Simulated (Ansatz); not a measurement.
Input for Ansatz (plane-wave DFT, PAW):

```yaml
crystal:
  lattice:
    - [-1.9907572976, 1.9907572976, 5.7243631815]
    - [1.9907572976, -1.9907572976, 5.7243631815]
    - [1.9907572976, 1.9907572976, -5.7243631815]
  atoms:
    - { symbol: Sr, position: [0.0, 0.0, 0.0] }
    - { symbol: Co, position: [0.75, 0.25, 0.5], spin: 3.0 }
    - { symbol: Co, position: [0.25, 0.75, 0.5], spin: 3.0 }
    - { symbol: As, position: [0.35135471, 0.35135471, 0.0] }
    - { symbol: As, position: [0.64864529, 0.64864529, 0.0] }
basis:
  ecutwfc: 500
kpoints:
  mp_grid: { grid: [6, 6, 6] }
hamiltonian:
  xc: r2scan
scf:
  occupations: { method: gaussian, width: 0.1 }
  lower_state_search: "off"
output:
  forces: true
  stress: true
  eigenvalues: true
  populations: true
magnetization:
  spin_polarized: true
```

Run as
```bash
ansatz run input.yaml --threads 2 --pin off --max-ram 5120MiB --backend cpu --events-out ev --progress --plain --runs-dir out
```

Theory: DFT r2SCAN, scalar-relativistic, plane waves, PAW (Ansatz).

From the run's log, abridged:

```
Pseudopotentials: kind: paw
Pseudopotential: Sr, paw, valence charge 10, recommended cutoff 500 eV (meta_gga)
Pseudopotential: Co, paw, valence charge 17, recommended cutoff 500 eV (meta_gga)
Pseudopotential: As, paw, valence charge 15, recommended cutoff 500 eV (meta_gga)
Functional definition: r2SCAN
Crystal: 5 atoms, lattice volume = 90.745 Å³
Basis set: ecut = 500 eV, 2357 PW (Γ), FFT grids on a1+a3, a2+a3, a3, exchange–correlation on 120×120×192 points (64 copies of the dense FFT grid, shifted against one another)
Bands: 48, of which v1, the nominal top of the filled ones, is band 37 counted from 1 (36 counted from 0)
Symmetry: 16 space group operations
Space group: I4/mmm (ITA 139), of the structure as read, at distance tolerance 4.5e-5 Å
Magnetic group: BNS 139.531 (UNI 1191), of the structure as read, at distance tolerance 4.5e-5 Å
k-points: 30 of 216
Initial density: superposition of atomic densities (chi_scale 0.1, normalization cell, long waves kept (reshape's long-wave potential 0.01 eV rms))
Starting moments: Σ|m| = 6 μB on 2 of 5 sites
Initial wavefunctions: pseudopotential atomic-orbital guess
Functional: x = r2scan, c = r2scan; τ floored in thin density (d = 2e-4 eV/Å³)
SCF iter   1: F=-23546.775970 eV  HF=-23549.080995 eV  |F-HF|=2.31e0  |Δ(HF+E_count)|=         —  Δρ=7.67e-2 (↑7.67e-2 ↓2.22e-2) dr2=3.68e0  dr2_τ=6.37e-2  dr2_m=1.59e0  M=4.160 μB ∫|m|=4.563 μB  β_m=0.30  ethr=3.10e-3  ⟨swp⟩=8.1  Hψ=13102  notcnv=0  defer=1
spin=Collinear: Kerker preconditioning applied to the charge; magnetization (m = ρ↑ − ρ↓) channel mixes plain (no charge-response kernel on spin).
SCF iter   2: F=-23549.405231 eV  HF=-23549.089244 eV  |F-HF|=3.16e-1  |Δ(HF+E_count)|=   8.25e-3  Δρ=7.68e-2 (↑5.53e-2 ↓7.68e-2) dr2=7.67e-1  dr2_τ=9.81e-2  dr2_m=3.52e0  M=3.550 μB ∫|m|=3.972 μB  β_m=0.75  ethr=3.10e-3  ⟨swp⟩=2.1  Hψ=4564  notcnv=0  defer=248
Mixer restart at iter 2: flushing history
spin-set hold released at iteration 2 (the charge has settled, or the pull on large starting moments outlasts its swing): the magnetisation degrees of freedom join the quasi-Newton model from the next iteration; the mixer history was flushed
SCF iter   3: F=-23549.881351 eV  HF=-23549.474293 eV  |F-HF|=4.07e-1  |Δ(HF+E_count)|=   3.85e-1  Δρ=3.04e-2 (↑2.43e-2 ↓3.04e-2) dr2=3.51e-1  dr2_τ=2.10e-2  dr2_m=5.52e-1  M=3.259 μB ∫|m|=3.752 μB  β_m=1.20  ethr=1.04e-3  ⟨swp⟩=2.5  Hψ=4074  notcnv=0  defer=248  κ⁻¹=1.0e0(r=1)
SCF iter   4: F=-23550.023603 eV  HF=-23549.781192 eV  |F-HF|=2.42e-1  |Δ(HF+E_count)|=   3.07e-1  Δρ=1.93e-2 (↑9.76e-3 ↓1.93e-2) dr2=3.55e-1  dr2_τ=1.60e-3  dr2_m=1.31e-1  M=2.728 μB ∫|m|=3.271 μB  β_m=1.20  ethr=4.74e-4  ⟨swp⟩=2.1  Hψ=4234  notcnv=0  defer=258  κ⁻¹=7.4e-2(r=2)
SCF iter   5: F=-23550.099323 eV  HF=-23549.883403 eV  |F-HF|=2.16e-1  |Δ(HF+E_count)|=   1.02e-1  Δρ=1.55e-2 (↑8.58e-3 ↓1.55e-2) dr2=2.74e-1  dr2_τ=9.94e-4  dr2_m=8.50e-2  M=2.619 μB ∫|m|=3.142 μB  β_m=1.20  ethr=4.74e-4  ⟨swp⟩=2.0  Hψ=3526  notcnv=0  defer=253  κ⁻¹=2.4e-3(r=3)
SCF iter   6: F=-23550.298281 eV  HF=-23550.266372 eV  |F-HF|=3.19e-2  |Δ(HF+E_count)|=   3.83e-1  Δρ=7.57e-3 (↑4.85e-3 ↓7.57e-3) dr2=9.09e-2  dr2_τ=5.44e-4  dr2_m=2.30e-2  M=2.083 μB ∫|m|=2.475 μB  β_m=1.20  ethr=3.70e-4  ⟨swp⟩=2.5  Hψ=4773  notcnv=0  defer=254  κ⁻¹=2.6e-4(r=4)
SCF iter   7: F=-23550.391306 eV  HF=-23550.379660 eV  |F-HF|=1.16e-2  |Δ(HF+E_count)|=   1.13e-1  Δρ=5.46e-3 (↑4.98e-3 ↓5.46e-3) dr2=1.42e-2  dr2_τ=5.38e-4  dr2_m=2.11e-2  M=1.761 μB ∫|m|=2.074 μB  β_m=1.20  ethr=1.23e-4  ⟨swp⟩=2.0  Hψ=6007  notcnv=0  defer=259  κ⁻¹=1.5e-4(r=5)
SCF iter   8: F=-23550.409570 eV  HF=-23550.398701 eV  |F-HF|=1.09e-2  |Δ(HF+E_count)|=   1.90e-2  Δρ=3.89e-3 (↑3.89e-3 ↓1.95e-3) dr2=6.15e-3  dr2_τ=1.72e-4  dr2_m=5.98e-3  M=1.650 μB ∫|m|=1.958 μB  β_m=1.20  ethr=1.93e-5  ⟨swp⟩=2.0  Hψ=3829  notcnv=0  defer=259  κ⁻¹=1.4e-4(r=6)
SCF iter   9: F=-23550.415103 eV  HF=-23550.406963 eV  |F-HF|=8.14e-3  |Δ(HF+E_count)|=   8.26e-3  Δρ=2.22e-3 (↑2.22e-3 ↓1.03e-3) dr2=2.87e-3  dr2_τ=4.14e-5  dr2_m=1.64e-3  M=1.568 μB ∫|m|=1.875 μB  β_m=1.20  ethr=8.32e-6  ⟨swp⟩=2.0  Hψ=5180  notcnv=0  defer=259  κ⁻¹=6.1e-5(r=7)
SCF iter  10: F=-23550.421529 eV  HF=-23550.419300 eV  |F-HF|=2.23e-3  |Δ(HF+E_count)|=   1.23e-2  Δρ=1.01e-3 (↑1.01e-3 ↓5.58e-4) dr2=1.18e-3  dr2_τ=7.49e-6  dr2_m=2.48e-4  M=1.419 μB ∫|m|=1.710 μB  β_m=1.20  ethr=3.88e-6  ⟨swp⟩=2.0  Hψ=5181  notcnv=0  defer=259  κ⁻¹=3.0e-5(r=8)
SCF iter  11: F=-23550.422756 eV  HF=-23550.422746 eV  |F-HF|=1.01e-5  |Δ(HF+E_count)|=   3.45e-3  Δρ=1.43e-3 (↑8.37e-4 ↓1.43e-3) dr2=3.16e-3  dr2_τ=1.23e-5  dr2_m=8.54e-5  M=1.359 μB ∫|m|=1.635 μB  β_m=1.20  ethr=1.59e-6  ⟨swp⟩=2.1  Hψ=5143  notcnv=0  defer=259  κ⁻¹=1.6e-4(r=8)
SCF iter  12: F=-23550.423438 eV  HF=-23550.423656 eV  |F-HF|=2.18e-4  |Δ(HF+E_count)|=   9.09e-4  Δρ=1.24e-3 (↑4.34e-4 ↓1.24e-3) dr2=1.81e-3  dr2_τ=8.68e-6  dr2_m=1.49e-4  M=1.350 μB ∫|m|=1.622 μB  β_m=1.20  ethr=1.59e-6  ⟨swp⟩=1.4  Hψ=2930  notcnv=0  defer=259  κ⁻¹=5.6e-5(r=8)
SCF iter  13: F=-23550.424548 eV  HF=-23550.424467 eV  |F-HF|=8.17e-5  |Δ(HF+E_count)|=   8.11e-4  Δρ=1.75e-4 (↑1.22e-4 ↓1.75e-4) dr2=3.94e-5  dr2_τ=7.46e-7  dr2_m=2.31e-6  M=1.319 μB ∫|m|=1.585 μB  β_m=1.20  ethr=1.59e-6  ⟨swp⟩=2.0  Hψ=4336  notcnv=0  defer=259  κ⁻¹=5.1e-5(r=8)
SCF iter  14: F=-23550.424583 eV  HF=-23550.424564 eV  |F-HF|=1.87e-5  |Δ(HF+E_count)|=   9.75e-5  Δρ=1.04e-4 (↑1.03e-4 ↓1.04e-4) dr2=1.72e-5  dr2_τ=4.58e-7  dr2_m=1.93e-6  M=1.310 μB ∫|m|=1.573 μB  β_m=1.20  ethr=5.33e-8  ⟨swp⟩=2.0  Hψ=4985  notcnv=0  defer=259  κ⁻¹=4.3e-5(r=8)
SCF iter  15: F=-23550.424580 eV  HF=-23550.424596 eV  |F-HF|=1.62e-5  |Δ(HF+E_count)|=   3.24e-5  Δρ=1.53e-4 (↑1.28e-4 ↓1.53e-4) dr2=4.69e-5  dr2_τ=2.24e-7  dr2_m=2.62e-7  M=1.305 μB ∫|m|=1.566 μB  β_m=1.20  ethr=2.32e-8  ⟨swp⟩=2.0  Hψ=4852  notcnv=0  defer=259  κ⁻¹=5.5e-5(r=8)
SCF iter  16: F=-23550.424604 eV  HF=-23550.424604 eV  |F-HF|=1.89e-7  |Δ(HF+E_count)|=   7.14e-6  Δρ=4.37e-5 (↑2.69e-5 ↓4.37e-5) dr2=1.80e-6  dr2_τ=3.99e-8  dr2_m=2.28e-7  M=1.304 μB ∫|m|=1.566 μB  β_m=1.20  ethr=2.32e-8  ⟨swp⟩=2.0  Hψ=4867  notcnv=0  defer=255  κ⁻¹=3.9e-5(r=8)
SCF iter  17: F=-23550.424605 eV  HF=-23550.424604 eV  |F-HF|=2.87e-7  |Δ(HF+E_count)|=   9.30e-7  Δρ=1.67e-5 (↑1.67e-5 ↓1.44e-5) dr2=3.96e-7  dr2_τ=9.40e-9  dr2_m=1.12e-8  M=1.304 μB ∫|m|=1.565 μB  β_m=1.20  ethr=2.43e-9  ⟨swp⟩=2.0  Hψ=3561  notcnv=0  defer=255  κ⁻¹=1.1e-5(r=8)
SCF iter  18: F=-23550.424605 eV  HF=-23550.424605 eV  |F-HF|=3.06e-8  |Δ(HF+E_count)|=   3.84e-7  Δρ=1.86e-5 (↑5.82e-6 ↓1.86e-5) dr2=2.43e-7  dr2_τ=3.38e-9  dr2_m=9.13e-8  M=1.304 μB ∫|m|=1.565 μB  β_m=1.20  ethr=5.36e-10  ⟨swp⟩=2.0  Hψ=4245  notcnv=0  defer=255  κ⁻¹=4.6e-6(r=8)
SCF iter  19: F=-23550.424605 eV  HF=-23550.424605 eV  |F-HF|=1.53e-8  |Δ(HF+E_count)|=   1.04e-7  Δρ=3.23e-6 (↑3.23e-6 ↓3.01e-6) dr2=1.92e-8  dr2_τ=5.49e-10  dr2_m=4.57e-10  M=1.304 μB ∫|m|=1.565 μB  ethr=1.35e-10  ⟨swp⟩=10.1  Hψ=13314  notcnv=0
SCF 1 converged in 19 iterations: F = -23550.424605 eV  dr2 = 1.92e-8
this state was not tested for a lower state beside it, because the mixer in use, unlike msr1, does not test its closes by its own steps (another_mixer; see scf.mixing.algorithm and scf.lower_state_search)
SCF converged after 19 iterations
Magnetization: 1.3042 μB (37.6521 up, 36.3479 down)
Absolute magnetization: 1.5656 μB (∫|ρ↑−ρ↓|, with the PAW one-centre terms)
Spin contamination: 0.0777 ħ² per cell (⟨S²⟩ above its minimum at these occupations)
Per-site moments (μB) at R_I (Å): [(0.00246760, 1.35701528), (0.68274567, 0.95050614), (0.68274567, 0.95050614), (0.00272548, 0.95050614), (0.00272548, 0.95050614)]
Free energy (F): -23550.424605 eV
Harris-Foulkes:  -23550.424605 eV  (|F-HF|=1.53e-8)
Internal energy: -23550.409908 eV  (E = F + TS)
E sigma→0 (E₀):  -23550.417256 eV
Entropy (-TS):   -0.014697 eV (-2.939 meV/atom)
Fermi energy:    12.965040 eV
--- Per-component energies (eV) ---
  E_band       = -1187.148931
  E_kinetic    = 1368.076795
  E_local      = -13076.914130  (includes V_loc(G=0)·N_el)
  E_nonlocal   = -213.102786
  E_hartree    = 6065.324973
  E_xc         = -628.784909
  E_vxc        = -808.686614  (∫ρ·V_xc dr)
  E_paw        = -9468.954765  (= ΣΔE_a)
  E_vpaw       = -635.003315  (= ΣTr[D̂ρ^β])
  E_aug_tail   = 0.000064  (compensation charges beyond the density's cutoff)
  E_vtau       = 47.822296  (kinetic-family band-sum trace: ∫τ·v_τ [+ j·A + Jᵃ·Aᵃ] dr)
  E_ewald      = -7592.403884
  E_core_change = -3.651264  (= ΣΔE_core)
  E_smearing   = -0.014697  (= −TS)
--- Forces (eV/Å), atoms counted from 1 ---
  atom   1  Sr     0.00000000     0.00000000     0.00000000
  atom   2  Co     0.00000000     0.00000000     0.00000000
  atom   3  Co     0.00000000     0.00000000     0.00000000
  atom   4  As     0.00000000     0.00000000     0.08947526
  atom   5  As     0.00000000     0.00000000    -0.08947526
--- Stress (GPa, compression-positive) ---
       -0.387316       0.000000       0.000000
        0.000000      -0.387316       0.000000
        0.000000       0.000000       0.486169
  P = ⅓ Tr σ = -0.0962 GPa (-0.962 kbar)
--- Band table (eV; the first three rows and the last of 60) ---
  k-point 0 ↑: bands = ["-85.8462", "-85.8389", "-47.8772", "-47.8772", "-47.8328", "-47.8328", "-47.4276", "-47.4180", "-23.9707", "-23.4696", "-23.4696", "-23.4687", "-23.4687", "-23.4637", "-23.4598", "-23.4549", "-23.4525", "-23.4370", "-23.4340", "-5.3994", "-5.3495", "-5.3495", "-0.5604", "1.6425", "7.0238", "8.8772", "8.9696", "8.9696", "9.3693", "9.5002", "9.5002", "11.1895", "11.4442", "11.6891", "11.7107", "12.0010", "12.0010", "13.9598", "14.9131", "14.9131", "16.1862", "16.3745", "17.0291", "17.6387", "18.2512", "18.2780", "18.9354", "18.9354"]
  k-point 1 ↑: bands = ["-85.8452", "-85.8398", "-47.8786", "-47.8651", "-47.8454", "-47.8318", "-47.4263", "-47.4191", "-23.9647", "-23.4703", "-23.4693", "-23.4693", "-23.4690", "-23.4637", "-23.4595", "-23.4539", "-23.4522", "-23.4366", "-23.4345", "-5.4287", "-5.4010", "-5.3721", "-0.1442", "1.5887", "7.3674", "8.3795", "8.5470", "9.0445", "9.0893", "9.5708", "9.6421", "11.0653", "11.4239", "11.4252", "11.4871", "11.6787", "12.1961", "13.1916", "13.6342", "15.7243", "16.3365", "17.0547", "17.5871", "18.3311", "18.6722", "18.6741", "18.9052", "19.7642"]
  k-point 2 ↑: bands = ["-85.8434", "-85.8416", "-47.8814", "-47.8704", "-47.8408", "-47.8297", "-47.4237", "-47.4213", "-23.9525", "-23.4719", "-23.4718", "-23.4696", "-23.4687", "-23.4637", "-23.4589", "-23.4520", "-23.4515", "-23.4354", "-23.4349", "-5.5305", "-5.5028", "-5.3259", "0.6930", "1.5556", "6.9648", "7.2072", "8.7569", "9.1952", "9.3225", "9.8699", "9.9989", "10.6046", "10.9939", "11.2166", "11.2846", "11.5032", "12.2069", "12.3934", "12.7947", "13.8228", "16.6732", "16.9148", "17.6524", "18.2116", "18.2983", "19.2105", "21.4927", "22.3127"]
  k-point 29 ↓: bands = ["-84.7704", "-84.7626", "-46.6993", "-46.6993", "-46.6514", "-46.6514", "-46.6165", "-46.6062", "-23.9684", "-23.4697", "-23.4697", "-23.4659", "-23.4659", "-23.4639", "-23.4580", "-23.4525", "-23.4498", "-23.4380", "-23.4350", "-5.4422", "-5.3436", "-5.3436", "-0.1031", "0.9617", "7.7147", "9.1738", "9.1870", "9.1870", "9.5464", "9.5464", "10.8912", "11.7506", "12.0692", "12.5931", "12.5931", "12.9279", "13.4707", "13.7760", "14.7319", "15.4867", "15.4867", "16.0114", "18.2621", "18.3370", "18.7918", "18.7918", "18.8010", "19.1590"]
--- Löwdin populations: 5 sites ---
  site symbol q [e]    m [muB]
     0     Sr      8.3911    -0.0021
     1     Co     16.6202     0.6630
     2     Co     16.6202     0.6630
     3     As     15.7716     0.0268
     4     As     15.7716     0.0268
  spilling = 0.011152 (of n_electrons = 74.000000)
```

Self-consistency was reached.

It took 77 s on 2 threads of AMD EPYC (Zen 3), on a shared host, peak memory 0.75 GiB.

The state reached may not be the lowest one. The k mesh is coarse.